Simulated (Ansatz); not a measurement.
CdHg$_{3}$Te$_{4}$:
```
CELL_PARAMETERS angstrom
      6.42841     0.00000     0.00000
      0.00000     6.42841     0.00000
      0.00000     0.00000     6.42841
ATOMIC_POSITIONS crystal
  Cd 0.00000 0.00000 0.00000
  Hg 0.00000 0.50000 0.50000
  Hg 0.50000 0.00000 0.50000
  Hg 0.50000 0.50000 0.00000
  Te 0.24938 0.24938 0.24938
  Te 0.24938 0.75062 0.75062
  Te 0.75062 0.75062 0.24938
  Te 0.75062 0.24938 0.75062
```

Relaxed with LDA. Special points in fractions of this cell's reciprocal vectors: Γ (0.000, 0.000, 0.000); X (0.000, 0.500, 0.000); M (0.500, 0.500, 0.000); R (0.500, 0.500, 0.500).

List the band energies nearest the Fermi level at these points for DFT-LDA in the program Ansatz with PAW potentials.

In eV from the Fermi level; about four levels below and three above (degenerate sets whole), none deeper than 8.9 eV; points with the same levels are listed once.

| k | below | above |
|---|---|---|
| Γ | -0.53 -0.02 -0.02 -0.02 | 1.77 1.77 2.31 2.31 2.31 |
| X | -1.40 -1.40 -1.27 -1.27 | 1.98 2.15 2.85 |
| M | -1.06 -1.06 -1.03 -0.92 | 2.09 2.15 2.15 |
| R | -0.96 -0.96 -0.92 -0.92 -0.92 | 0.64 0.64 0.64 |

Space group P-43m. The first step of the workflow began from a Materials Project structure, measured or hypothetical; the Crystallography Open Database copy checked does not list it. With Cd and Hg taken as one species the cell has the higher symmetry F-43m, so it may be an ordered model of a mixed-site phase. Whether it is the stable phase at ambient conditions was not checked. Symmetry was held in the LDA relaxation; its stability against distortions is not shown here. The Fermi level of a semimetal is unsure by some 0.05 eV on such meshes. Spin–orbit coupling is left out wherever it is not named.

Potentials: the later of the program's two PAW sets.
